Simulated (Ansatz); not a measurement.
InP:
```cif
data_In4P4
_chemical_formula_sum 'P4 In4'
_space_group_name_H-M_alt 'F-43m'
_space_group_IT_number 216
_space_group_name_Hall 'F -4 2 3'
_cell_length_a 5.95891
_cell_length_b 5.95891
_cell_length_c 5.95891
_cell_angle_alpha 90.000
_cell_angle_beta 90.000
_cell_angle_gamma 90.000
loop_
_atom_site_label
_atom_site_type_symbol
_atom_site_symmetry_multiplicity
_atom_site_Wyckoff_symbol
_atom_site_fract_x
_atom_site_fract_y
_atom_site_fract_z
_atom_site_occupancy
P1 P 4 c 0.25000 0.25000 0.25000 1
In1 In 4 a 0.00000 0.00000 0.00000 1
```
(The calculation used a cell of 2 atoms; values per cell refer to that cell.)

Relaxed with PBE. The program Ansatz at the PBE level (PAW) gives a gap of 0.44 eV.

**Question.** What gap does HSE06 give on the same cell (Ansatz, PAW)?

**Answer.** 1.20 eV, 0.75 eV more. The hybrid was solved on a coarser mesh and at special points; its gap is the smallest among all of these.

```json
[
 {"k": "Γ", "v1 PBE": "0.00", "c1 PBE": "0.44", "v1 HSE06": "0.00", "c1 HSE06": "1.20"},
 {"k": "X", "v1 PBE": "-2.16", "c1 PBE": "1.85", "v1 HSE06": "[?]", "c1 HSE06": "[?]"},
 {"k": "L", "v1 PBE": "-0.90", "c1 PBE": "1.38", "v1 HSE06": "[?]", "c1 HSE06": "[?]"},
 {"k": "W", "v1 PBE": "-2.69", "c1 PBE": "4.18", "v1 HSE06": "[?]", "c1 HSE06": "[?]"},
 {"k": "K", "v1 PBE": "-1.80", "c1 PBE": "2.38", "v1 HSE06": "[?]", "c1 HSE06": "[?]"}
]
```

**Question.** Top valence (v1) and lowest conduction level (c1) in eV from each method's valence maximum (which need not be a listed point): supply the withheld HSE06 values.

**Answer.** 
- X, v1 HSE06: -2.37
- X, c1 HSE06: 2.44
- L, v1 HSE06: -0.99
- L, c1 HSE06: 2.12
- W, v1 HSE06: -2.92
- W, c1 HSE06: 5.02
- K, v1 HSE06: -1.97
- K, c1 HSE06: 3.06

Cost on shared cores: the PBE run (SCF on a 8×8×8 mesh, then bands and DOS) about 18 core-seconds (a rough figure), the HSE06 run (SCF on 6×6×6, then a few points) around 2.0 core-minutes (rough); the tasks are unlike.

The PBE relaxation kept the symmetry of its start; of distortions, only those at the zone centre were tested. Scalar-relativistic: spin–orbit coupling is off unless named, which matters more the heavier the elements.

Potentials: the later of the program's two PAW sets.
